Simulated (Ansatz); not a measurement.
A geometry of Be away from equilibrium: the start of the relaxation of a relaxed Be cell, doubled along one cell vector, shaken by Gaussian noise of σ = 0.08 Å a coordinate. These are PBE (plane waves to 420 eV, PAW, scalar-relativistic; Ansatz, a first-principles code) values and carry that method's errors. Γ-centred k-mesh 9×5×16 on the run's cell (coarser than for final values), Fermi–Dirac smearing 0.05 eV.

```xyz
6
Lattice="4.2884 0.0000 0.0000 -4.2884 7.4278 0.0000 0.0000 0.0000 2.0090" Properties=species:S:1:pos:R:3 pbc="T T T"
Be     2.1564    -0.0021     1.1295
Be    -0.0079     3.7902     1.0752
Be     0.9042     1.8477     0.9684
Be    -1.1060     5.6372     1.1220
Be    -1.1817     1.8018     0.9130
Be    -3.2498     5.6573     1.0272
```

Q: Which atoms carry the largest force, and which way does it point?

A: 0.71 eV/Å, on Be1, Be5 (atoms numbered as listed); on Be5 its components are (-0.02, 0.52, -0.47).

Q: What is the pressure?

A: +0.4 GPa, compression positive.

Q: How far above the relaxed end point is this geometry?

A: 0.90 eV/atom; the path ends in P6₃/mmc (No. 194) (hcp (Mg type)).

No spin polarisation in the result.

Of the parent cell (P6/mmm (No. 191)): it is a generated cell of Be: the first start was made by placing the elements on the sites of a structure type, and the end was not matched to a known phase here, so it may be hypothetical. Known forms of Be include space group No. 194.
